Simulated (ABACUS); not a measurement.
Consider a self-consistent single point of CdSe (F-43m, 2 atoms in the cell; from Materials Project mp-2691, changed as shown).

```xyz
2
Lattice="0.0000 3.0497 3.0497 3.0497 0.0000 3.0497 3.0497 3.0497 0.0000" Properties=species:S:1:pos:R:3 pbc="T T T"
Cd     0.0000     0.0000     0.0000
Se     4.5745     4.5745     4.5745
```

All values come from this method and carry its errors: PBE, PseudoDojo 0.5 standard norm-conserving PBE (tails mended) pseudopotentials (plane waves; ABACUS).

ABACUS settings:

```
key                                                                   value
---------------  ----------------------------------------------------------
KPT                                                       Gamma 8 8 8 0 0 0
basis_type                                                               pw
dft_functional                                                          PBE
ecutwfc                                                              102 Ry
smearing_method                                                          fd
smearing_sigma                                                0.00146997 Ry
potentials       PseudoDojo 0.5 standard norm-conserving PBE (tails mended)
symmetry                                                                  1
symmetry_prec                                                         1e-05
ks_solver                                                                cg
scf_nmax                                                                100
scf_thr                                                          1.0e-09 Ry
mixing_type                                                         broyden
```

Results:

```
Quantity                                                  Value
------------------------------------------------  -------------
Number of valence electrons                                  36
Number of bands                                              28
Number of k-points after the program's reduction             29
Number of plane waves (most at a k-point)                  6710
Number of SCF iterations                                     15
FFT grid                                           54 × 54 × 54
Free energy E − TS                                -8071.3252 eV
Top of the valence band (on the code's own zero)        7.65 eV
Gap on the k-point mesh                                 0.59 eV
Pressure                                               2.36 GPa
```

Stress (GPa, positive for compression):
```
2.36  0.00  0.00
0.00  2.36  0.00
0.00  0.00  2.36
```

Gaps are taken between levels on the mesh.

For comparison: a first run was changed to give this one (volume scaled by 0.98), and from it to this one the free energy goes up by 6.7 meV/atom, the pressure goes from 1.29 to 2.36 GPa and the gap on the mesh goes from 0.549 to 0.591 eV.

The structure comes from a collection of computed structures, made at another level of theory; the collection holds predicted forms beside known ones.

Cost on one core: very roughly 3 core-minutes.

“Tails mended”: in these copies of the files the far tail of each local potential was reset to the Coulomb form.
